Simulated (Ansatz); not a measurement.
Rb₂NaYF₆:
```
Rb2NaYF6
1.0
    0.00000     4.45815     4.45815
    4.45815     0.00000     4.45815
    4.45815     4.45815     0.00000
Rb Na Y F
2 1 1 6
Direct
  0.75000   0.75000   0.75000
  0.25000   0.25000   0.25000
  0.50000   0.50000   0.50000
  0.00000   0.00000   0.00000
  0.75773   0.24227   0.24227
  0.24227   0.75773   0.75773
  0.24227   0.75773   0.24227
  0.75773   0.24227   0.75773
  0.24227   0.24227   0.75773
  0.75773   0.75773   0.24227
```

Relaxed with HSE06. Special points in fractions of this cell's reciprocal vectors: Γ (0.000, 0.000, 0.000); X (0.500, 0.000, 0.500); U (0.625, 0.250, 0.625); K (0.375, 0.375, 0.750); L (0.500, 0.500, 0.500); W (0.500, 0.250, 0.750).

Problem. List the band energies nearest the valence-band maximum at these points for DFT-HSE06 in the program Ansatz with PAW potentials.

Solution. In eV from the valence-band maximum; about four levels below and three above (degenerate sets whole), none deeper than 8.9 eV; points with the same levels are listed once.

| k | below | above |
|---|---|---|
| Γ | -0.16 -0.16 -0.16 0.00 0.00 0.00 | 8.70 10.76 10.76 10.76 |
| X | -0.40 -0.40 -0.24 -0.24 -0.01 | 10.79 10.87 10.96 10.96 |
| U | -0.28 -0.25 -0.25 -0.07 | 10.85 10.92 10.94 |
| L | -0.24 -0.24 -0.20 -0.20 -0.15 | 10.69 10.84 10.84 |
| W | -0.35 -0.35 -0.13 -0.13 | 10.89 10.89 10.96 |

Space group Fm-3m. The first step of the workflow began from a Materials Project structure, measured or hypothetical; the Crystallography Open Database files this formula in space group No. 225, but the cells were not matched. Its standing as an ambient phase is unchecked. The cell was relaxed with HSE06 under the symmetry of its start; its stability against distortions is not shown here. The run is not spin-polarised. The hybrid was solved on a coarse mesh, the path and, where they were found, the r²SCAN edge points; its band edges are the extreme levels among these. Scalar-relativistic: spin–orbit coupling is off unless named, which matters more the heavier the elements.

Potentials: the later of the program's two PAW sets.
